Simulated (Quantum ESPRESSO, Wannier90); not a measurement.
**AgI (zinc blende): Wannier90 run**

Materials Project entry mp-22925; symmetrised, unrelaxed at this level. COD (Crystallography Open Database) has the formula in 2 space groups, this one among them (matched by group alone). Method: PBE plane waves in Quantum ESPRESSO 7.5 (PseudoDojo norm-conserving files, 66 Ry, no spin polarisation, no spin-orbit coupling), Bloch states on a 8×8×8 mesh through Γ, Wannier90 4.0.1. Density: 8×8×8 mesh, cold smearing 0.01 Ry. Spin-orbit coupling is left out although heavy elements are present.

```
begin unit_cell_cart
ang
    0.0000000000    3.2820950000    3.2820950000
    3.2820950000    0.0000000000    3.2820950000
    3.2820950000    3.2820950000    0.0000000000
end unit_cell_cart
mp_grid = 8 8 8
```

Neighbour vectors b of the finite-difference formula (Å⁻¹), by shell:

```json
[
 {"shell": "1", "b_x": "0.11965", "b_y": "0.11965", "b_z": "-0.11965"},
 {"shell": "1", "b_x": "0.11965", "b_y": "-0.11965", "b_z": "0.11965"},
 {"shell": "1", "b_x": "-0.11965", "b_y": "0.11965", "b_z": "0.11965"},
 {"shell": "1", "b_x": "0.11965", "b_y": "0.11965", "b_z": "0.11965"},
 {"shell": "1", "b_x": "-0.11965", "b_y": "-0.11965", "b_z": "0.11965"},
 {"shell": "1", "b_x": "-0.11965", "b_y": "0.11965", "b_z": "-0.11965"},
 {"shell": "1", "b_x": "0.11965", "b_y": "-0.11965", "b_z": "-0.11965"},
 {"shell": "1", "b_x": "-0.11965", "b_y": "-0.11965", "b_z": "-0.11965"}
]
```

Question: Find the weights w_b from the completeness condition Σ_b w_b b_α b_β = δ_αβ.

Answer: Shell 1: Σ b_x² = 0.115, Σ b_y² = 0.115, Σ b_z² = 0.115 Å⁻²
Each of the three diagonal sums, weighted, has to give 1 and the off-diagonal ones 0, which holds for w_1 = 8.73 Å². Check on xx: 8.73×0.115 = 1.00.

On this mesh the 9 functions of bands 5-13 (valence bands; start: SCDM (isolated), conv_tol = 1.0e-7) end with spreads 0.8024, 0.8003, 0.7738, 0.7841, 0.7852, 1.8071, 1.8072, 1.8074, 1.8070 Å², Ω_I = 10.0578 Å² and Ω_D = 0.0069 Å².

Ω_total is the sum of the spreads, 11.175 Å². Ω_OD = Ω_total − Ω_I − Ω_D = 1.110 Å². Only (Ω_D + Ω_OD)/Ω_total = 10.0 % depends on the gauge, and another start could lower the total by that share at most. The rms radius is √(Ω_total/9) = 1.11 Å.
